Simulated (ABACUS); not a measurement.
A self-consistent single point of Ni3Sn4 (Cm, 7 atoms in the cell; from Materials Project mp-20174, changed as shown).

```yaml
crystal:
  lattice:
    - [6.10508, -2.02729, 0.00000]
    - [6.10508, 2.02729, 0.00000]
    - [-1.34749, 0.00000, 5.01816]
  atoms:
    - { symbol: Ni, position: [0.00000, 0.00000, 0.00000] }
    - { symbol: Ni, position: [0.77187, 0.77187, 0.66356] }
    - { symbol: Ni, position: [0.21584, 0.21584, 0.33644] }
    - { symbol: Sn, position: [0.57265, 0.57265, 0.31357] }
    - { symbol: Sn, position: [0.42735, 0.42735, 0.68643] }
    - { symbol: Sn, position: [0.82788, 0.82788, 0.18744] }
    - { symbol: Sn, position: [0.17212, 0.17212, 0.81256] }
```

Computed with ABACUS with LDA (PW92), numerical atomic orbitals DZP (confined pseudo-atomic orbitals with Gaussian additions; energy shift 0.01 Ry), PseudoDojo 0.4 standard norm-conserving LDA (tails mended) pseudopotentials.

ABACUS settings:

* **basis**: DZP numerical atomic orbitals, energy shift 0.01 Ry
* **KPT**: Gamma 4 4 4 0 0 0
* **basis_type**: lcao
* **dft_functional**: PWLDA
* **ecutwfc**: 100 Ry
* **smearing_method**: fd
* **smearing_sigma**: 0.00367493 Ry
* **potentials**: PseudoDojo 0.4 standard norm-conserving LDA (tails mended)
* **symmetry**: 1
* **symmetry_prec**: 1e-05
* **ks_solver**: genelpa
* **scf_nmax**: 100
* **scf_thr**: 1.0e-07
* **mixing_type**: pulay
* **mixing_beta**: 0.4

Results:

```
Item                                                       Value
------------------------------------------------  --------------
Number of valence electrons                                  110
Number of bands                                               67
Number of k-points after the program's reduction              24
Size of the basis                                            178
Number of SCF iterations                                      15
Free energy E − TS                                -22241.2144 eV
Fermi level (on the code's own zero)                    14.59 eV
Pressure                                               -3.86 GPa
Largest force (vector length)                         0.704 eV/Å
```

Forces (eV/Å):
| atom | Fx | Fy | Fz |
|---|---|---|---|
| Ni1 | -0.056 | 0.000 | -0.002 |
| Ni2 | 0.698 | 0.000 | -0.097 |
| Ni3 | 0.068 | 0.000 | 0.008 |
| Sn4 | -0.106 | 0.000 | -0.138 |
| Sn5 | -0.264 | 0.000 | -0.038 |
| Sn6 | 0.008 | 0.000 | 0.102 |
| Sn7 | -0.347 | 0.000 | 0.164 |

Stress (GPa, positive for compression):
```
-4.56   0.00  -0.56
 0.00  -3.44   0.00
-0.56   0.00  -3.57
```

For comparison: a first run was changed to give this one (atom 2 moved by -0.15 angstrom along x), and from it to this one the free energy rises by 7.7 meV/atom, the pressure goes from -4.18 to -3.86 GPa and the largest force goes from under 0.1 to 0.70 eV/Å.

The atom-centred basis is finite, which shifts total energies, pressures and forces against plane waves. The run has no spin polarisation, so moments on Ni cannot form. The structure comes from a collection of computed structures, made at another level of theory; the collection holds predicted forms beside known ones. No clean gap shows at this smearing width and mesh (spacing up to 0.41 Å⁻¹); the mesh is coarse for partly filled bands, so the values carry mesh errors.

Cost on one core: about 80 core-seconds (a rough figure).

The atomic orbitals were generated for these runs; they are not ABACUS's published sets and were checked against plane waves on a few crystals only.

“Tails mended”: in these copies of the files the far tail of each local potential was reset to the Coulomb form.
